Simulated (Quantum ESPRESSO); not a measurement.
## Ru3AgCuSnMo2 (input and log of a self-consistent run)

Computed values, not a measurement. The program is pw.x of Quantum ESPRESSO 7.5 (plane-wave density functional theory). The cell is made up: eight metal atoms on a face-centred cubic lattice, with elements, volume, strain and displacements drawn at random and not relaxed, so it may be unstable or far from any real phase. PseudoDojo standard norm-conserving files set the functional (PBE unless stated); there is no spin polarisation or spin-orbit coupling, the Fermi-Dirac width of 0.25 eV means electrons at about 2900 K, and the masses in the input are unused placeholders. The copper pseudopotential is less sure than most, with forces differing by about three percent and pressure by about two GPa from a second method on plain copper. The tin pseudopotential is less sure than most, with forces differing by about three percent from a second method on plain tin. A spin test at this wide smearing found no moment, but such smearing suppresses magnetism that the real alloy may have.

Input:

```
&control calculation='scf', pseudo_dir='./dojo.nc.sr.pbe.v0_5.standard.upf', outdir='./o', disk_io='minimal', tprnfor=.true., tstress=.true. /
&system ibrav=0, nat=8, ntyp=5, nbnd=78, ecutwfc=92.02030273, nosym=.true., tot_charge=0,
 occupations='smearing', smearing='fd', degauss=0.0183746611
/
&electrons conv_thr=1.470e-08, electron_maxstep=70, mixing_beta=0.5 /
ATOMIC_SPECIES
Ag 1.0 Ag.upf
Cu 1.0 Cu.upf
Mo 1.0 Mo.upf
Ru 1.0 Ru.upf
Sn 1.0 Sn.upf
CELL_PARAMETERS angstrom
0.0027 -2.0402 -2.0221
0.0058 4.0361 -3.9999
8.0922 0.0005 -0.0111
ATOMIC_POSITIONS angstrom
Ru -0.0024 -0.0154 -0.0097
Ag 4.1446 0.0313 -0.0007
Cu 0.0101 2.045 -1.998
Ru 4.1237 2.0495 -2.0187
Sn 1.9852 -0.0295 -1.9801
Ru 6.003 0.0232 -2.0813
Mo 2.0164 2.0262 -3.9441
Mo 6.1113 2.0512 -4.1113
K_POINTS automatic
8 4 3 1 1 1
```

The log is shortened where brackets say so; the opening notice, blank lines, dates and the lines on written files are dropped, and the path of the files is cut. It prints rydbergs, bohrs and kilobars, and counts compression as positive stress. Its total energy is the free energy E - TS of the whole cell.

```
     Program PWSCF v.7.5
     Parallel version (MPI & OpenMP), running on       4 processor cores
     Number of MPI processes:                 4
     Threads/MPI process:                     1
     [start-up lines left out]
     bravais-lattice index     =            0
     lattice parameter (alat)  =       5.4283  a.u.
     unit-cell volume          =     891.3240 (a.u.)^3
     number of atoms/cell      =            8
     number of atomic types    =            5
     number of electrons       =       128.00
     number of Kohn-Sham states=           78
     kinetic-energy cutoff     =      92.0203  Ry
     charge density cutoff     =     368.0812  Ry
     scf convergence threshold =      1.5E-08
     mixing beta               =       0.5000
     number of iterations used =            8  plain     mixing
     Exchange-correlation= PBE
                           (   1   4   3   4   0   0   0)
     [axes and pseudopotential details left out]
   Cartesian axes
     site n.     atom                  positions (alat units)
         1        Ru     tau(   1) = (  -0.0008355  -0.0053612  -0.0033768  )
         2        Ag     tau(   2) = (   1.4428498   0.0108964  -0.0002437  )
         3        Cu     tau(   3) = (   0.0035161   0.7119210  -0.6955590  )
         4        Ru     tau(   4) = (   1.4355739   0.7134876  -0.7027653  )
         5        Sn     tau(   5) = (   0.6911030  -0.0102698  -0.6893275  )
         6        Ru     tau(   6) = (   2.0898102   0.0080766  -0.7245581  )
         7        Mo     tau(   7) = (   0.7019646   0.7053762  -1.3730502  )
         8        Mo     tau(   8) = (   2.1275124   0.7140794  -1.4312572  )
     number of k points=    48  Fermi-Dirac smearing, width (Ry)=  0.0184
                       cart. coord. in units 2pi/alat
        k(    1) = (   0.0590397   0.0004839  -0.0891943), wk =   0.0416667
        k(    2) = (  -0.1776092   0.0004974  -0.0895238), wk =   0.0416667
     [further k points left out]
     Dense  grid:   106351 G-vectors     FFT dimensions: (  36,  72,  96)
     Estimated max dynamical RAM per process >     381.28 MB
     Estimated total dynamical RAM >       1.41 GB
     Initial potential from superposition of free atoms
     starting charge     127.9925, renormalised to     128.0000
     Starting wfcs are   79 randomized atomic wfcs
     total cpu time spent up to now is        9.7 secs
     per-process dynamical memory:   291.3 Mb
     Self-consistent Calculation
     iteration #  1     ecut=    92.02 Ry     beta= 0.50
     Davidson diagonalization with overlap
     ethr =  1.00E-02,  avg # of iterations =  6.0
     total cpu time spent up to now is       35.1 secs
     total energy              =   -1732.27313094 Ry
     estimated scf accuracy    <       3.58809637 Ry
     iteration #  2     ecut=    92.02 Ry     beta= 0.50
     Davidson diagonalization with overlap
     ethr =  2.80E-03,  avg # of iterations =  3.0
     total cpu time spent up to now is       70.9 secs
     total energy              =   -1732.07848116 Ry
     estimated scf accuracy    <      21.90000143 Ry
     iteration #  3     ecut=    92.02 Ry     beta= 0.50
     Davidson diagonalization with overlap
     ethr =  2.80E-03,  avg # of iterations =  2.4
     total cpu time spent up to now is       95.3 secs
     total energy              =   -1733.49315451 Ry
     estimated scf accuracy    <      13.11270257 Ry
     iteration #  4     ecut=    92.02 Ry     beta= 0.50
     Davidson diagonalization with overlap
     ethr =  2.80E-03,  avg # of iterations =  2.0
     total cpu time spent up to now is      115.4 secs
     total energy              =   -1734.00083500 Ry
     estimated scf accuracy    <       5.88506107 Ry
     iteration #  5     ecut=    92.02 Ry     beta= 0.50
     Davidson diagonalization with overlap
     ethr =  2.80E-03,  avg # of iterations =  1.0
     total cpu time spent up to now is      138.7 secs
     total energy              =   -1734.15752132 Ry
     estimated scf accuracy    <       1.96527337 Ry
     [iterations 6 to 15 left out]
     iteration # 16     ecut=    92.02 Ry     beta= 0.50
     Davidson diagonalization with overlap
     ethr =  7.89E-09,  avg # of iterations =  1.0
     total cpu time spent up to now is      363.1 secs
     total energy              =   -1734.29523901 Ry
     estimated scf accuracy    <       0.00000452 Ry
     iteration # 17     ecut=    92.02 Ry     beta= 0.50
     Davidson diagonalization with overlap
     ethr =  3.53E-09,  avg # of iterations =  1.1
     total cpu time spent up to now is      380.1 secs
     total energy              =   -1734.29523921 Ry
     estimated scf accuracy    <       0.00000032 Ry
     iteration # 18     ecut=    92.02 Ry     beta= 0.50
     Davidson diagonalization with overlap
     ethr =  2.50E-10,  avg # of iterations =  1.6
     total cpu time spent up to now is      401.5 secs
     total energy              =   -1734.29523923 Ry
     estimated scf accuracy    <       0.00000028 Ry
     iteration # 19     ecut=    92.02 Ry     beta= 0.50
     Davidson diagonalization with overlap
     ethr =  2.22E-10,  avg # of iterations =  1.0
     total cpu time spent up to now is      418.5 secs
     total energy              =   -1734.29523924 Ry
     estimated scf accuracy    <       0.00000012 Ry
     iteration # 20     ecut=    92.02 Ry     beta= 0.50
     Davidson diagonalization with overlap
     ethr =  9.60E-11,  avg # of iterations =  1.0
     total cpu time spent up to now is      439.7 secs
     End of self-consistent calculation
     [lines on levels left out]
!    total energy              =   -1734.29523925 Ry
     estimated scf accuracy    <          5.3E-09 Ry
     smearing contrib. (-TS)   =      -0.12817484 Ry
     internal energy E=F+TS    =   -1734.16706441 Ry
     The total energy is F=E-TS. E is the sum of the following terms:
     one-electron contribution =    -596.16247583 Ry
     hartree contribution      =     376.52121959 Ry
     xc contribution           =    -280.24654876 Ry
     ewald contribution        =   -1234.27925940 Ry
     convergence has been achieved in  20 iterations
     Forces acting on atoms (cartesian axes, Ry/au):
     atom    1 type  4   force =    -0.03138863   -0.02147688    0.02500825
     atom    2 type  1   force =    -0.01539222   -0.00869329    0.00073877
     atom    3 type  2   force =    -0.02948785    0.00618781   -0.00668480
     atom    4 type  4   force =     0.02221318    0.01701251   -0.02335580
     atom    5 type  5   force =    -0.00436193    0.01493733   -0.01818004
     atom    6 type  4   force =     0.04195551    0.01299512   -0.00441703
     atom    7 type  3   force =    -0.01500672   -0.00750973    0.00304238
     atom    8 type  3   force =     0.03146865   -0.01345289    0.02384829
     Total force =     0.096010     Total SCF correction =     0.000320
     Computing stress (Cartesian axis) and pressure
          total   stress  (Ry/bohr**3)                   (kbar)     P=     -100.05
  -0.00072678  -0.00003388   0.00008219         -106.91       -4.98       12.09
  -0.00003388  -0.00068519   0.00009825           -4.98     -100.80       14.45
   0.00008219   0.00009825  -0.00062843           12.09       14.45      -92.45
     init_run     :      8.25s CPU      8.80s WALL (       1 calls)
     electrons    :    415.04s CPU    430.03s WALL (       1 calls)
     forces       :      2.91s CPU      2.95s WALL (       1 calls)
     stress       :      9.64s CPU      9.67s WALL (       1 calls)
     [timing details left out]
     PWSCF        :   7m16.81s CPU   7m32.45s WALL
     JOB DONE.
```

In other units: free energy -23596.289 eV for the cell, pressure -10.01 GPa, largest force component 1.079 eV/Å in size. The run took 454 s of wall time with four MPI processes on a shared machine (AMD EPYC, older, virtual cores), so the time is rough. A rerun of this cell at a higher cutoff and on a denser mesh moved values by no more than 0.005 eV in energy, 0.09 GPa in stress and 0.008 eV/Å in force, and a second program with other atomic files agreed on that cell to 2 % rms in force and 0.5 GPa in pressure.